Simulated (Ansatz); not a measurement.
Starting structure, 1 HCN a cell, tilted, over a bridge Ir-Ir site (Ir, Fm-3m (No. 225), (1 1 1) face):

```
Ir C N H
1.0
     5.43132    0.00000    0.00000
    -2.71566    4.70366    0.00000
     0.00000    0.00000   24.23975
Ir C N H
12 1 1 1
Direct
  0.33333 0.16667 0.33004
  0.33333 0.66667 0.33004
  0.83333 0.16667 0.33004
  0.83333 0.66667 0.33004
  0.66667 0.33333 0.41973
  0.66667 0.83333 0.41973
  0.16667 0.33333 0.41973
  0.16667 0.83333 0.41973
  0.00000 0.50000 0.50942
  0.00000 0.00000 0.50942
  0.50000 0.50000 0.50942
  0.50000 0.00000 0.50942
  0.34511 0.45550 0.64155
  0.25000 0.50000 0.60265
  0.43213 0.41479 0.67712
```

Method: DFT PBE+D3(BJ), scalar-relativistic, plane waves, PAW (Ansatz). Plane waves to 420 eV, a k mesh through Γ of 4×4×1 on the computed 15-atom cell and Gaussian smearing (0.10 eV); no spin polarisation. A dipole correction removes the field between periodic images along c.

Atoms 1, 2, 3, 4 (counted from 1) are held. The cell is fixed. Force threshold 0.04 eV/Å.

```tsv
step	E − E_final (eV)	largest force (eV/Å)
1	0.540	0.643
2	0.400	1.068
3	0.301	1.543
4	0.210	1.347
5	0.142	0.548
6	0.083	0.835
7	0.039	0.472
8	0.011	0.309
9	0.002	0.170
10	0.005	0.652
11	0.002	0.072
12	0.000	0.084
13	0.000	0.011
```

**Question.** What is the final structure?

**Answer.**
```
Ir C N H
1.0
     5.43132    0.00000    0.00000
    -2.71566    4.70366    0.00000
     0.00000    0.00000   24.23975
Ir C N H
12 1 1 1
Direct
  0.33333 0.16667 0.33004
  0.33333 0.66667 0.33004
  0.83333 0.16667 0.33004
  0.83333 0.66667 0.33004
  0.66684 0.33329 0.41972
  0.66663 0.83325 0.41978
  0.16650 0.33307 0.41965
  0.16659 0.83304 0.41972
  0.99964 0.49961 0.50956
  0.99981 0.99946 0.50941
  0.50022 0.49980 0.50932
  0.49992 0.99946 0.50954
  0.28358 0.44092 0.64861
  0.07279 0.44578 0.64979
  0.48003 0.43621 0.64782
```

The end is the local minimum or symmetric point that this start leads to. The slab is only 4.4 Å thick, so the energy isn't converged with thickness.

Spin–orbit coupling is left out, which can shift energies with elements as heavy as these.

Cost: 1 run of about 13 core-minutes, on Intel Xeon Platinum 8488C (Sapphire Rapids) (shared hosts).